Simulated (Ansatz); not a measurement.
Consider the following.

Starting cell, SnSe$_{2}$ (CdI2 type):

```
SnSe2
1.0
    7.68061     0.00000     0.00000
   -1.92015     3.32580     0.00000
    0.00000     0.00000     6.00399
Sn Se
2 4
Direct
  0.00000   0.00000   0.00000
  0.50000   0.00000   0.00000
  0.16667   0.66667   0.26538
  0.66667   0.66667   0.26538
  0.33333   0.33333   0.73462
  0.83333   0.33333   0.73462
```

In this cell atom 1 (Sn, nearest neighbour Se at 2.730 Å; its periodic images, 3.8 Å or more away, move with it) is moved by u·(1.000, 0.000, 0.000) + v·(0.000, 1.000, 0.000); the rest is frozen.

All values below come from PBE-D3(BJ) (plane waves to 420 eV, PAW, scalar-relativistic; Ansatz, a quantum-chemistry and plane-wave program). k mesh 4×8×5 (Γ-centred), Fermi-Dirac smearing 0.05 eV. E stands for the smeared free energy. Points where atoms come too close for the PAW data are left out (x in tables, blank in figures). As the smearing reaches across the gap at some points, energies and forces of such displacements shift with the k mesh and the smearing. SnSe2 was relaxed with its symmetry unable to fall. The PAW data are Ansatz's earlier set. ΔE is measured from the undisplaced structure. Axes are in Å.

The scan covers u from -0.900 to 0.900 Å in 7 points and v from -0.900 to 0.900 Å in 7 points.

### Question
In which direction of the plane is the atom held most weakly?

### Answer
120° from u towards v.

### Question
What are the two principal curvatures of the energy at the centre?

### Answer
5.4 and 9.6 eV/Å².

(A displaced cell: forces are minus the slopes of the energy, force constants its curvatures, and phonons follow from these.)
